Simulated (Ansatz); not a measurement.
TiPt$_{3}$:
```cif
data_Pt3Ti
_chemical_formula_sum 'Ti1 Pt3'
_space_group_name_H-M_alt 'P 1'
_space_group_IT_number 1
_cell_length_a 3.92069
_cell_length_b 3.92069
_cell_length_c 3.92069
_cell_angle_alpha 90.000
_cell_angle_beta 90.000
_cell_angle_gamma 90.000
loop_
_space_group_symop_operation_xyz
  'x, y, z'
loop_
_atom_site_label
_atom_site_type_symbol
_atom_site_fract_x
_atom_site_fract_y
_atom_site_fract_z
_atom_site_occupancy
Ti1 Ti 0.00000 0.00000 0.00000 1
Pt1 Pt 0.00000 0.50000 0.50000 1
Pt2 Pt 0.50000 0.00000 0.50000 1
Pt3 Pt 0.50000 0.50000 0.00000 1
```

Relaxed with r²SCAN.

Task: Tabulate the valence density and the electron localisation function along the shortest Ti–Pt contact (2.77 Å), r²SCAN in the plane-wave PAW code Ansatz.

Result: 

```csv
distance from Ti (Å),density (e/Å³),ELF
0.28,8.96,0.24
0.42,6.95,0.54
0.55,4.34,0.66
0.69,2.11,0.59
0.83,0.86,0.35
0.97,0.41,0.14
1.11,0.28,0.12
1.25,0.27,0.20
1.39,0.30,0.32
1.52,0.40,0.35
1.66,0.58,0.35
1.80,0.97,0.39
1.94,1.91,0.47
2.08,3.67,0.57
2.22,6.05,0.64
2.36,8.49,0.67
2.50,10.41,0.68
```

The density is the valence pseudo-density with augmentation charge, so density and ELF within about 1 Å of a nucleus are not all-electron values.

Space group Pm-3m (Cu3Au type). The cell was relaxed with r²SCAN under the symmetry of its start; of distortions, only those at the zone centre were tested. The run is not spin-polarised. Spin–orbit coupling is left out wherever it is not named.

Potentials: the later of the program's two PAW sets.
